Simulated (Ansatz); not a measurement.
RbVBr3: which magnetic order is lowest?

```yaml
crystal:
  lattice:
    - [7.40800, 0.00000, 0.00000]
    - [-3.70400, 6.41552, 0.00000]
    - [0.00000, 0.00000, 6.28000]
  atoms:
    - { symbol: Rb, position: [0.33333, 0.66667, 0.75000] }
    - { symbol: Rb, position: [0.66667, 0.33333, 0.25000] }
    - { symbol: V, position: [0.00000, 0.00000, 0.00000] }
    - { symbol: V, position: [0.00000, 0.00000, 0.50000] }
    - { symbol: Br, position: [0.16660, 0.33320, 0.25000] }
    - { symbol: Br, position: [0.83340, 0.16660, 0.75000] }
    - { symbol: Br, position: [0.66680, 0.83340, 0.25000] }
    - { symbol: Br, position: [0.83340, 0.66680, 0.75000] }
    - { symbol: Br, position: [0.16660, 0.83340, 0.25000] }
    - { symbol: Br, position: [0.33320, 0.16660, 0.75000] }
```

Computed with plane-wave PAW DFT (Ansatz 0.2.0): r2SCAN, 500 eV cutoff, 5×5×5 Γ-centred mesh, fermi-dirac occupations of width 0.050 eV. The atoms are fixed and numbered as listed; spin is collinear, without spin-orbit coupling.

Different starts of the self-consistent cycle ended in different solutions. Their moments in μB:

| state | V3 | V4 | other atoms together | size of the net moment a cell |
| --- | --- | --- | --- | --- |
| A | 2.52 | -2.52 | 0.00 | 0.00 |
| B | 0.00 | 0.00 | 0.00 | 0.00 |
| C | 2.57 | 2.57 | 0.02 | 6.00 |

Site moments are taken in small spheres that don't touch (radius about 0.4 of the atom's shortest bond), so those of the magnetic atoms read low, and they needn't add up to the net moment. State B was run without spin polarisation.

**Question.** What is the order in energy at zero smearing?

**Answer.** State A (antiparallel, compensated) is lowest; C (parallel moments) lies 25 meV above it, B (without moments) lies 454 meV above it, all counted an atom of the cell.

**Question.** Which states have a gap on the mesh, and what pressure does each exert on this cell?

**Answer.** A: gap 2.43 eV, -0.2 GPa; B: no gap, -2.1 GPa; C: gap 1.47 eV, 0.3 GPa (positive in compression).

**Question.** Compare the parallel order C with the antiparallel order A.

**Answer.** Between C and A the moments keep their size (2.57 against 2.52 μB in the mean), so the difference mostly measures the exchange between the flipped sites: the antiparallel order gains 125 meV for each V atom. The nearest flipped pair stands 3.14 Å apart. Flipped pairs are linked through Br; the widest V–Br–V angle among the nearer links is 73°, at 3.14 Å between the metal atoms.

**Question.** How much does the cell gain by forming moments?

**Answer.** 454 meV an atom of the cell, or 2271 meV for each V atom, against state B, which has none. A run without spin would miss this and give wrong energies and forces. That state isn't the paramagnet, which keeps its moments, so this is no ordering energy.

The cell is that of a Crystallography Open Database entry, unchanged.

Caveats: only orders that fit this cell and collinear spins were tried, so the true order may need a larger cell or canted moments; atoms and cell are not relaxed, and each state would relax in its own way; the k mesh is coarse, so differences of a few meV are uncertain where a state is a metal; one start a pattern, so a lower state of the same pattern may exist.
